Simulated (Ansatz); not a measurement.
Ca$_{3}$Si$_{4}$Ir$_{4}$:
```xyz
11
Lattice="-3.7106 3.7106 3.7106 3.7106 -3.7106 3.7106 3.7106 3.7106 -3.7106" Properties=species:S:1:pos:R:3 pbc="T T T"
Si     2.3501     2.3501     2.3501
Si    -1.3605     1.3605     1.3605
Si     1.3605     1.3605    -1.3605
Si     1.3605    -1.3605     1.3605
Ir     1.0318     1.0318     1.0318
Ir    -2.6789     2.6789     2.6789
Ir     2.6789     2.6789    -2.6789
Ir     2.6789    -2.6789     2.6789
Ca     3.7106     0.0000     0.0000
Ca     0.0000     3.7106     0.0000
Ca     0.0000     0.0000     3.7106
```

Relaxed with r²SCAN. Special points in fractions of this cell's reciprocal vectors: Γ (0.000, 0.000, 0.000); H (0.500, -0.500, 0.500); N (0.000, 0.000, 0.500); P (0.250, 0.250, 0.250).

### Question
List the band energies nearest the Fermi level at these points for r²SCAN with spin–orbit coupling (plane waves, PAW; program Ansatz).

### Answer
In eV from the Fermi level; about four levels below and three above (degenerate sets whole), none deeper than 8.9 eV; points with the same levels are listed once.

```tsv
k	below	above
Γ	-0.75 -0.75 -0.75 -0.75	0.26 0.26 0.26 0.26
H	-0.78 -0.78 -0.78 -0.78 -0.75 -0.75	2.61 2.61 2.96 2.96 2.96 2.96
N	-0.80 -0.80 -0.02 -0.02	0.94 0.94 1.17 1.17
P	-0.15 -0.15 -0.15 -0.15	1.28 1.28 1.28 1.28
```

Space group I-43m. The workflow started from an entry of the Crystallography Open Database (COD). Whether it is the stable phase at ambient conditions was not checked. Symmetry was held in the r²SCAN relaxation; whether a distortion lowers the energy is not shown. The run is not spin-polarised.

Potentials: the later of the program's two PAW sets.
